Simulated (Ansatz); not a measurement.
Al:
```yaml
crystal:
  lattice:
    - [-4.06235, 4.06235, 1.37010]
    - [4.06235, -4.06235, 1.37010]
    - [4.06235, 4.06235, -1.37010]
  atoms:
    - { symbol: Al, position: [0.35253, 0.85253, 0.20506] }
    - { symbol: Al, position: [0.64747, 0.14747, 0.79494] }
    - { symbol: Al, position: [0.85253, 0.64747, 0.50000] }
    - { symbol: Al, position: [0.14747, 0.35253, 0.50000] }
```

Relaxed with PBEsol. Special points in fractions of this cell's reciprocal vectors: Γ (0.000, 0.000, 0.000); X (0.000, 0.000, 0.500); M (-0.500, 0.500, 0.500); Z (0.278, 0.278, -0.278); Z0 (-0.278, 0.722, 0.278); P (0.250, 0.250, 0.250); N (0.000, 0.500, 0.000).

Q: List the band energies nearest the Fermi level at these points for PBEsol in the plane-wave PAW code Ansatz.

A: In eV from the Fermi level; about four levels below and three above (degenerate sets whole), none deeper than 8.9 eV; points with the same levels are listed once.

| k | below | above |
|---|---|---|
| Γ | -5.29 -5.29 -3.95 -0.85 | 1.12 1.12 3.10 |
| X | -5.05 -4.92 -2.25 -1.37 | 1.05 1.10 4.95 |
| M | -7.78 -7.78 -3.44 -0.58 -0.58 | 0.66 1.71 3.02 |
| Z | -4.06 -4.06 -4.01 -0.17 | 0.24 0.64 0.64 |
| P | -0.21 -0.21 -0.16 -0.16 | 2.36 2.36 3.17 3.17 |
| N | -2.80 -2.80 -1.53 -1.53 | 1.54 1.54 1.92 1.92 |

Space group I4/mcm. The start of the workflow was typed in or built on a structure type; neither database checked (COD, Materials Project) lists it. It is not the phase usual at ambient conditions (space group No. 225). The PBEsol relaxation kept the symmetry of its start; of distortions, only those at the zone centre were tested.

Potentials: the later of the program's two PAW sets.
